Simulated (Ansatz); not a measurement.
## Al₃Cu (Pm-3m), a vibration from a frozen displacement

Computed with Ansatz, DFT r2SCAN, scalar-relativistic, plane waves, PAW. The runs took a 500 eV cutoff, a Γ-centred 12×12×12 mesh and Gaussian smearing (0.15 eV). No spin polarisation. Energies are free energies at this smearing, counted from the undisturbed cell; pressure is positive in compression.

The starting cell (relaxed at this level; it needn't be the usual structure):

```
CELL_PARAMETERS angstrom
3.88912 0.00000 0.00000
0.00000 3.88912 0.00000
0.00000 0.00000 3.88912
ATOMIC_POSITIONS crystal
Al 0.00000 0.50000 0.50000
Al 0.50000 0.00000 0.50000
Al 0.50000 0.50000 0.00000
Cu 0.00000 0.00000 0.00000
```

Atom 4 (Cu) is moved by x along the Cartesian unit vector (0.000, 0.000, 1.000); the cell and all other atoms stay fixed. The cell's volume is 58.82 Å³; the moved atoms weigh 63.546 u together and the others 80.945 u.

```
  x (Å)  ΔE (meV/cell) total force on the moved atoms along the move (eV/Å) pressure (GPa)
-0.1000          10.81                                                0.2178          0.1768
-0.0333           1.19                                                0.0716          0.0013
 0.0000           0.00                                                0.0000         -0.0206
 0.0667           4.79                                               -0.1441          0.0672
```

What frequency belongs to this motion?

The force constant is k = −dF/dx = 2.154 eV/Å², from the parabola through x = -0.0333, 0 and 0.0667. In every cell the moved atoms swing against the rest, so the mass is μ = m₁m₂/(m₁ + m₂) = 35.599 u, and ν̃ = 521.5 cm⁻¹ × √(|k|/μ) = 128 cm⁻¹. The pattern needn't be a normal mode: ν̃² is then a weighted mean of the squared nonzero frequencies at the zone centre of this cell, so it lies between the lowest and the highest of them.

How far does the harmonic law reach?

At x = -0.100 Å, kx²/2 = 10.77 meV against the computed 10.81 meV (+0.4 %): the well is still close to harmonic there.

In a metal these slopes depend on the k mesh and the smearing.

Cost: 4 runs of about 4.6 core-minutes in all, on Intel Xeon Processor @ 2.50GHz (Skylake/Cascade Lake) (shared hosts).